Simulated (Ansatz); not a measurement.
CdO (rock salt)

```yaml
crystal:
  lattice:
    - [0.00000, 2.38417, 2.38417]
    - [2.38417, 0.00000, 2.38417]
    - [2.38417, 2.38417, 0.00000]
  atoms:
    - { symbol: O, position: [0.00000, 0.00000, 0.00000] }
    - { symbol: Cd, position: [0.50000, 0.50000, 0.50000] }
```

Grid over V/V₀ and (c/a)/(c/a)₀, subscript 0 meaning the relaxed cell; the conventional c axis lies along z; no internal relaxation.

Computed with PBE (plane waves to 420 eV, PAW, scalar-relativistic; Ansatz, a first-principles code). k mesh 12×12×12 (Γ-centred), Fermi-Dirac smearing 0.05 eV. E stands for the smeared free energy. With partly filled bands, the response to shear is sensitive to the k mesh, so small differences along c/a are uncertain. CdO was relaxed with its symmetry unable to fall. The PAW data are Ansatz's earlier set. ΔE is measured from the relaxed starting cell.

**Question.** What ΔE (meV/atom) does the calculation give at all points of the grid V/V₀ = 0.960, 0.973, 0.987, 1.000, 1.013, 1.027, 1.040 by (c/a)/(c/a)₀ = 0.920, 0.947, 0.973, 1.000, 1.027, 1.053, 1.080?

**Answer.** ΔE (meV/atom), with V/V₀ across and (c/a)/(c/a)₀ down:

```
(c/a)/(c/a)₀ \ V/V₀  0.960  0.973  0.987  1.000  1.013  1.027  1.040
-------------------  -----  -----  -----  -----  -----  -----  -----
0.920                   32     24     20     17     16     17     20
0.947                   19     13      9      7      7      9     13
0.973                   11      6      3      2      2      5      9
1.000                    9      4      1      0      1      4      8
1.027                   11      6      3      2      2      5      9
1.053                   17     11      8      6      6      8     12
1.080                   27     20     16     13     13     14     17
```

(A scan under strain: stresses follow from slopes of the energy per volume, elastic moduli from its curvatures.)
